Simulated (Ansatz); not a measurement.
Input:

Sb2Pd:
```cif
data_Pd4Sb8
_chemical_formula_sum 'Pd4 Sb8'
_space_group_name_H-M_alt 'P 1'
_space_group_IT_number 1
_cell_length_a 6.52397
_cell_length_b 6.52397
_cell_length_c 6.52397
_cell_angle_alpha 90.000
_cell_angle_beta 90.000
_cell_angle_gamma 90.000
loop_
_space_group_symop_operation_xyz
  'x, y, z'
loop_
_atom_site_label
_atom_site_type_symbol
_atom_site_fract_x
_atom_site_fract_y
_atom_site_fract_z
_atom_site_occupancy
Pd1 Pd 0.00000 0.00000 0.00000 1
Pd2 Pd 0.50000 0.00000 0.50000 1
Pd3 Pd 0.50000 0.50000 0.00000 1
Pd4 Pd 0.00000 0.50000 0.50000 1
Sb1 Sb 0.37414 0.37414 0.37414 1
Sb2 Sb 0.12586 0.62586 0.87414 1
Sb3 Sb 0.87414 0.12586 0.62586 1
Sb4 Sb 0.62586 0.87414 0.12586 1
Sb5 Sb 0.62586 0.62586 0.62586 1
Sb6 Sb 0.87414 0.37414 0.12586 1
Sb7 Sb 0.12586 0.87414 0.37414 1
Sb8 Sb 0.37414 0.12586 0.87414 1
```

This is the r²SCAN-relaxed structure.

**Question.** All from r²SCAN (plane waves, PAW; program Ansatz), unless another level is named. Predict the electronic character.

**Answer.** metallic (no gap).

**Question.** Predict the density of states at the Fermi level.

**Answer.** 0.26 states/eV per atom (mean over ±0.08 eV).

**Question.** Next, the formation energy from the elements (no fitted shifts)?

**Answer.** -33 kJ/mol of atoms.

**Question.** And the gap with spin–orbit coupling?

**Answer.** none (metallic).

Space group Pa-3. The workflow started from an entry of the Crystallography Open Database (COD). Its standing as an ambient phase is unchecked. Symmetry was held in the r²SCAN relaxation; whether a distortion lowers the energy is not shown. No spin polarisation was allowed. The references are the lowest solids computed at this level, not always the standard phases. Spin–orbit coupling is left out wherever it is not named.

Potentials: the later of the program's two PAW sets.
